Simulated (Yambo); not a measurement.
```xyz
2
Lattice="0.0000 2.1666 2.1666 2.1666 0.0000 2.1666 2.1666 2.1666 0.0000" Properties=species:S:1:pos:R:3 pbc="T T T"
N      1.0833     1.0833     1.0833
Al     0.0000     0.0000     0.0000
```

AlN (zinc blende, space group F-43m, No. 216): G0W0@LDA in Yambo (6×6×6 Γ-centred k mesh, 77 bands and a 14 Ry block in the screening, 77 bands in G with the Bruneval-Gonze terminator, plasmon pole fitted at 27.2 eV) on wavefunctions from Quantum ESPRESSO. With the symmetry operations that carry no fractional translation, the mesh has 16 irreducible k points, and the gap Γ → X is 4.859 eV.

Problem. What changes when point-group symmetry is switched off and time reversal alone is kept?

Solution. The mesh then has 112 irreducible points. The exact result doesn't change; the run gives 4.847 eV, and the difference is numerical residue, whose source wasn't traced. Rough time against the symmetric run: about 4× for the empty bands, about 4× for Yambo (3 states against 4).

Geometry relaxed with LDA.

This is not the ordinary phase of the substance; no match was found in the copy of COD used, and its stability was not checked.
